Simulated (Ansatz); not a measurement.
Relaxed-ion elastic tensor of Pt (diamond, Fd-3m) in GPa (Voigt order), DFT-PBEsol in the program Ansatz with PAW potentials; density 14.09 g/cm³, 23.00 Å³ per atom.

```
     1    2    3    4    5    6
-  ---  ---  ---  ---  ---  ---
1  106  152  152  0.0  0.0  0.0
2  152  106  152  0.0  0.0  0.0
3  152  152  106  0.0  0.0  0.0
4  0.0  0.0  0.0  0.4  0.0  0.0
5  0.0  0.0  0.0  0.0  0.4  0.0
6  0.0  0.0  0.0  0.0  0.0  0.4
```

Q: Is the crystal mechanically stable?

A: No: the smallest eigenvalue of C is -46.1 GPa.

The start of the workflow was typed in or built on a structure type; neither database checked (COD, Materials Project) lists it. It is not the phase usual at ambient conditions (space group No. 225). Symmetry was held in the PBEsol relaxation. At this level the phase is mechanically unstable. No spin polarisation was allowed. As this level gives no gap, shear constants depend on the k-mesh and smearing (Fermi–Dirac, 0.1 eV here). On the denser mesh and wider smearing of the elastic run this cell carries a stress of 0.4 GPa. Scalar-relativistic: spin–orbit coupling is off unless named, which matters more the heavier the elements.

Potentials: the earlier of the program's two PAW sets. The files were generated under PBE; for other functionals the program regenerates the frozen cores, and for LDA and PBEsol the local potential too.
